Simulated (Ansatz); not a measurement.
Input:

TiBr2:
Space group P-3m1 (No. 164); a = b = 3.378 Å, c = 6.538 Å, α = β = 90.00°, γ = 120.00°

| atom | site | symmetry | x | y | z |
|---|---|---|---|---|---|
| Br | 2d | 3m. | 0.3333 | 0.6667 | 0.2553 |
| Ti | 1a | -3m. | 0.0000 | 0.0000 | 0.0000 |

This is the LDA-relaxed structure.

Q: All from plane-wave PAW LDA (Ansatz code), unless another level is named. Estimate the electronic character.

A: metallic (no gap).

Q: Give the formation energy from the elements (no fitted shifts).

A: -109 kJ/mol of atoms.

Q: What about the density of states at the Fermi level?

A: 0.98 states/eV per atom (mean over ±0.08 eV).

The workflow started from an entry of the Crystallography Open Database (COD). Whether it is the stable phase at ambient conditions was not checked. The LDA relaxation kept the symmetry of its start; of distortions, only those at the zone centre were tested. The run is not spin-polarised. The volume lies over 15 % below that of the usual cell of this phase: another minimum, or an error of the functional. A crystal of weakly bound layers computed without a dispersion correction: the cell and the soft elastic constants depend strongly on that. The references are the lowest solids computed at this level, not always the standard phases. Scalar-relativistic: spin–orbit coupling is off unless named, which matters more the heavier the elements.

Potentials: the later of the program's two PAW sets.
